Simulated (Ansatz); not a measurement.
Level of theory: Ansatz, DFT PBE, scalar-relativistic, plane waves, PAW, and for the lanthanide a 4f-in-core norm-conserving potential. All cells share a 690 eV cutoff and Γ-centred k meshes spaced about 0.3 Å⁻¹ or finer (0.25 for metals, 2π included). No spin polarisation in the final relaxations.

Temperature and zero-point effects are left out. All come from trial cells, and lower structures may exist.

Problem. Which of these relaxed structures of KTmI4 is the lowest in energy?
A.

Space group P4/mmm (No. 123). a = 5.421 Å, b = 5.421 Å, c = 8.449 Å, α = 90.00°, β = 90.00°, γ = 90.00°
```tsv
atom	site	symmetry	x	y	z
K	1d	4/mmm	0.5000	0.5000	0.5000
Tm	1a	4/mmm	0.0000	0.0000	0.0000
I	4i	2mm.	0.5000	0.0000	0.7841
```

B.

Space group P2/m (No. 10). a = 7.531 Å, b = 4.545 Å, c = 8.298 Å, α = 90.00°, β = 93.13°, γ = 90.00°
| atom | site | symmetry | x | y | z |
| --- | --- | --- | --- | --- | --- |
| K | 1h | 2/m | 0.5000 | 0.5000 | 0.5000 |
| Tm | 1a | 2/m | 0.0000 | 0.0000 | 0.0000 |
| I | 2n | m | 0.2284 | 0.5000 | 0.8757 |
| I | 2m | m | 0.7871 | 0.0000 | 0.6914 |

C.

Space group R3m:H (No. 160). a = 12.097 Å, b = 12.097 Å, c = 10.165 Å, α = 90.00°, β = 90.00°, γ = 120.00°
```csv
atom,site,symmetry,x,y,z
K,3a,3m,0.0000,0.0000,0.2223
Tm,3a,3m,0.0000,0.0000,0.8397
I,9b,.m,0.2123,0.7877,0.6318
I,3a,3m,0.0000,0.0000,0.5592
```

Solution. B. It has K and Tm ordered on rutile sites, space group P2/m (No. 10); the next, C, with space group R3m (No. 160), lies 108 meV/atom higher. Counting I atoms around K and Tm (those within 1.25 times the shortest such distance or 1.15 times the sum of covalent radii, 1.27 where that leaves under three; a plus sign parts nearer from farther groups), the lowest has K 4+2, Tm 6 and the next has K 4, Tm 4.

Weakly bound directions are ill-defined at this level, which has no dispersion term (R3m), and this can change margins and order among such cells. Spin–orbit coupling, which can matter for I, is left out. With atoms moved at random, P2/m came back. Without a clear test, and held by symmetry: R3m and P4/mmm. Some structure types and database cells were kept out of the candidates from the start, so a known form may be missing.

The lanthanide is trivalent by construction, without f bands, f moments or other valences.
